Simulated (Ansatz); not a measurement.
A geometry of CsAu away from equilibrium: the start of the relaxation of a relaxed CsAu cell, doubled along one cell vector, shaken by Gaussian noise of σ = 0.08 Å a coordinate. The numbers are results of r2SCAN (plane waves to 500 eV, PAW, scalar-relativistic; Ansatz, a program for electronic structure), not measurements. Γ-centred k-mesh 8×8×4 on the run's cell (coarser than for final values), Fermi–Dirac smearing 0.05 eV.

```xyz
4
Lattice="4.2745 0.0000 0.0000 0.0000 4.2745 0.0000 0.0000 0.0000 8.5490" Properties=species:S:1:pos:R:3:forces:R:3 pbc="T T T" free_energy=-37700.279 pressure_GPa=0.1
Cs     2.2380     2.0318     2.0277   -0.0152    0.1418    0.1393
Cs     2.1692     2.0810     6.3744    0.0398    0.0624   -0.0632
Au     0.1040     0.0226     0.0423   -0.0333   -0.1167   -0.1354
Au     0.0619     0.0170     4.1567    0.0088   -0.0875    0.0593
```

Positions in Å, forces in eV/Å, free energy of the cell in eV (comparable only within this code, potentials and settings). Largest force: 0.20 eV/Å, on Cs1 (atoms numbered as listed); the geometry lies 0.01 eV/atom above the end of its relaxation.

No spin polarisation in the result.

The end of the path is a generated cell of CsAu: the first start was made by placing the elements on the sites of a structure type, and the end was not matched to a known phase here, so it may be hypothetical. Known forms of CsAu include space group No. 221.
